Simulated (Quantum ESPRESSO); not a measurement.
# Planted mistakes on one cell of GaSiGeN2OAs

Calculated results; nothing here was measured. They come from pw.x of Quantum ESPRESSO 7.5, a plane-wave density functional program, with PseudoDojo standard norm-conserving files (v0.5 for PBE, v0.4.1 for LDA and PBEsol). The cells are made up: elements, strain and atom displacements were drawn at random, and nothing was relaxed. There is no spin polarisation, spin-orbit coupling or dispersion term.

The cell has 8 sites of a wurtzite lattice (rectangular cell). Sites 1 to 4 hold Ga Si Ge empty; sites 5 to 8 hold N O As N. Cell vectors in Å: (3.354, -0.018, -0.062); (-0.030, 5.894, -0.049); (-0.101, -0.046, 5.547). Settings: PBE, cutoff 1143 eV, 5 x 4 x 4 k mesh shifted by half a step, Fermi-Dirac smearing of 0.025 eV.

The intended run has a self-consistency threshold of 1e-07 eV, a smearing term of 0.000 eV, a pressure of 10.82 GPa and 13 iterations. Each further run changes one thing: all lengths scaled by 1.0071; atoms of sites 2 and 5 exchanged; cutoff 761 eV; files of LDA; k mesh 2 x 2 x 2; one electron added; smearing 0.34 eV; threshold 0.2 eV. A coarse mesh keeps the shift, and a charged cell sits in a uniform background.

| run | change of free energy (eV) | smearing term -TS (eV) | change of P (GPa) | largest change of a force component (eV/Å) | iterations |
| --- | --- | --- | --- | --- | --- |
| A | -0.138 | 0.000 | -2.65 | 0.460 | 13 |
| B | -0.126 | -0.434 | 0.92 | 0.295 | 13 |
| C | 8.875 | -0.002 | 22.50 | 1.124 | 14 |
| D | 9.786 | -0.007 | 21.10 | 8.921 | 12 |
| E | -0.894 | 0.000 | -1.13 | 0.280 | 13 |
| F | 8.040 | 0.000 | -96.01 | 0.123 | 13 |
| G | 0.024 | 0.000 | -0.07 | 0.613 | 6 |
| H | 7.861 | 0.000 | -7.62 | 0.406 | 13 |

A rerun of the intended cell at 1437 eV and k mesh 7 x 6 x 6 moved values by no more than 0.016 eV in the cell's energy, 0.23 GPa in stress and 0.016 eV/Å in force.

Question: which change belongs to which run?

## Worked reading

Run G has the fewest iterations, as a run stopped early does. Run B has the largest smearing term, as wide smearing gives. Run F has a higher energy and the largest fall in pressure, as too small a basis gives. Run A changes the volume by a factor of 1.0215; minus its pressure change over the logarithm of that factor, 125 GPa, is a rough bulk modulus with clamped atoms. Energies from files of another functional, or of a charged cell, have another zero and say nothing on stability; the pressure of a charged cell rests on the program's zero of potential too.

## Key

| run | change |
| --- | --- |
| A | all lengths scaled by 1.0071 |
| B | smearing 0.34 eV |
| C | one electron added |
| D | atoms of sites 2 and 5 exchanged |
| E | k mesh 2 x 2 x 2 |
| F | cutoff 761 eV |
| G | threshold 0.2 eV |
| H | files of LDA |